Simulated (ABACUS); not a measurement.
Set-up for a self-consistent single point of TiSi2 (Fddd, 6 atoms in the cell; from Materials Project mp-2582, changed as shown).

```
TiSi2
1.0
    0.00000     4.13119     4.27706
    2.39745     0.00000     4.27706
    2.39745     4.13119     0.00000
Ti Si
2 4
Direct
  0.50000   0.50000   0.50000
  0.75000   0.75000   0.75000
  0.83743   0.16257   0.83743
  0.16257   0.83743   0.16257
  0.41257   0.08743   0.41257
  0.08743   0.41257   0.08743
```

Level of theory: PBE, PseudoDojo 0.5 standard norm-conserving PBE (tails mended) pseudopotentials (plane waves; ABACUS 3.10.1).

ABACUS settings:

```
key                                                                   value
---------------  ----------------------------------------------------------
KPT                                                          MP 5 5 5 0 0 0
basis_type                                                               pw
ecutwfc                                                               84 Ry
smearing_method                                                          fd
smearing_sigma                                                0.00999582 Ry
potentials       PseudoDojo 0.5 standard norm-conserving PBE (tails mended)
symmetry                                                                  1
symmetry_prec                                                         1e-05
ks_solver                                                                cg
scf_nmax                                                                100
scf_thr                                                          1.0e-09 Ry
mixing_type                                                           pulay
```

Results:

* **Number of valence electrons**: 40
* **Number of bands**: 30
* **Number of k-points after the program's reduction**: 27
* **Number of plane waves (most at a k-point)**: 7455
* **Number of SCF iterations**: 15
* **FFT grid**: 72 × 60 × 54
* **Free energy E − TS**: -3694.2499 eV
* **Fermi level (on the code's own zero)**: 12.49 eV
* **Pressure**: 0.71 GPa
* **Largest force (vector length)**: 0.034 eV/Å

Forces (eV/Å):
| atom | Fx | Fy | Fz |
|---|---|---|---|
| Ti1 | 0.000 | 0.000 | 0.000 |
| Ti2 | 0.000 | 0.000 | 0.000 |
| Si3 | 0.000 | 0.034 | 0.000 |
| Si4 | 0.000 | -0.034 | 0.000 |
| Si5 | 0.000 | -0.034 | 0.000 |
| Si6 | 0.000 | 0.034 | 0.000 |

Stress (GPa, positive for compression):
```
 0.42   0.00   0.00
 0.00  -0.18   0.00
 0.00   0.00   1.88
```

For comparison: a first run was changed to give this one (volume scaled by 1.01), and from it to this one the free energy goes down by 1.3 meV/atom, the pressure goes from 2.20 to 0.71 GPa and the largest force goes from 0.028 to 0.034 eV/Å.

The structure comes from a collection of computed structures, made at another level of theory; the collection holds predicted forms beside known ones. No clean gap shows at this smearing width and mesh (spacing up to 0.34 Å⁻¹); the mesh is coarse for partly filled bands, so the values carry mesh errors.

Cost on one core: very roughly 12 core-minutes.

“Tails mended”: in these copies of the files the far tail of each local potential was reset to the Coulomb form.
